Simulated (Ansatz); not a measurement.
Total density of states per atom from PBE (plane waves, PAW; program Ansatz), in 0.25 eV bins, energy from the valence-band maximum:

| E (eV) | states/eV/atom |
|---|---|
| -7.89 | 0.36 |
| -7.64 | 0.36 |
| -7.39 | 0.31 |
| -7.14 | 0.18 |
| -6.89 | 0.08 |
| -6.64 | 0.04 |
| -6.39 | 0.01 |
| -6.14 | 0.00 |
| -5.89 | 0.00 |
| -5.64 | 0.00 |
| -5.39 | 0.00 |
| -5.14 | 0.00 |
| -4.89 | 0.57 |
| -4.64 | 0.90 |
| -4.39 | 0.47 |
| -4.14 | 0.44 |
| -3.89 | 0.62 |
| -3.64 | 1.51 |
| -3.39 | 0.81 |
| -3.14 | 1.93 |
| -2.89 | 2.46 |
| -2.64 | 2.49 |
| -2.39 | 0.95 |
| -2.14 | 0.21 |
| -1.89 | 0.32 |
| -1.64 | 0.26 |
| -1.39 | 0.19 |
| -1.14 | 0.17 |
| -0.89 | 0.06 |
| -0.64 | 0.03 |
| -0.39 | 0.00 |
| -0.14 | 0.00 |
| 0.11 | 0.00 |
| 0.36 | 0.00 |
| 0.61 | 0.00 |
| 0.86 | 0.06 |
| 1.11 | 0.24 |
| 1.36 | 0.47 |
| 1.61 | 0.40 |
| 1.86 | 0.28 |
| 2.11 | 0.28 |
| 2.36 | 0.33 |
| 2.61 | 0.44 |
| 2.86 | 0.36 |
| 3.11 | 0.25 |
| 3.36 | 0.39 |
| 3.61 | 0.74 |
| 3.86 | 0.68 |
| 4.11 | 1.60 |
| 4.36 | 1.27 |
| 4.61 | 1.61 |
| 4.86 | 1.30 |
| 5.11 | 1.20 |
| 5.36 | 1.78 |

Task: Pick the material that matches.
(A) SrO, rock salt
(B) CsSnBr3, cubic perovskite
(C) KF, rock salt
(D) EuS, rock salt

Result: B, CsSnBr3, cubic perovskite. Top 1 eV of the valence band: Br 4p 48 %, Sn 5s 29 %, Sn 5p 19 %. Bottom 1 eV of the conduction band: Sn 5p 77 %, Br 4p 10 %, Br 4s 8 %. Projections are on Löwdin-orthogonalised atomic valence shells; empty p or d shells of many metals are not among them.

Space group Pm-3m (cubic perovskite). The PBE relaxation kept the symmetry of its start; of distortions, only those at the zone centre were tested. Spin–orbit coupling is left out wherever it is not named.

Potentials: the later of the program's two PAW sets.
